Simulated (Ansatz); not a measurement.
**Moving the functional in In3As**

It takes space group Pm-3m (No. 221, cubic). Conventional cell: a = 4.672 Å, b = 4.672 Å, c = 4.672 Å, α = 90.00°, β = 90.00°, γ = 90.00°. In (site symmetry 4/mmm) has 8 In at 3.30 Å and 4 As at 3.30 Å as nearest neighbours. Around As (site symmetry m-3m) lie 12 In at 3.30 Å.

The cell comes from a database or a generator and needn't be the stable form of this composition.

Kept alike: task band structure; k mesh 6 × 6 × 6; occupations fermi-dirac, width 0.05 eV; no spin polarisation. Program: Ansatz, all-electron LAPW, scalar-relativistic. The mesh is that of the run's cell of 4 atoms. No spin-orbit coupling.

| functional | pressure (GPa) |
| --- | --- |
| LDA | -3.87 |
| PBE | 0.60 |
| PBEsol | -2.38 |

Pressure is positive in compression. For a metal such a mesh leaves the last digits unconverged.

The pressure runs from -3.87 (LDA) to 0.60 GPa (PBE). From PBE: LDA -4.47; PBEsol -2.98.
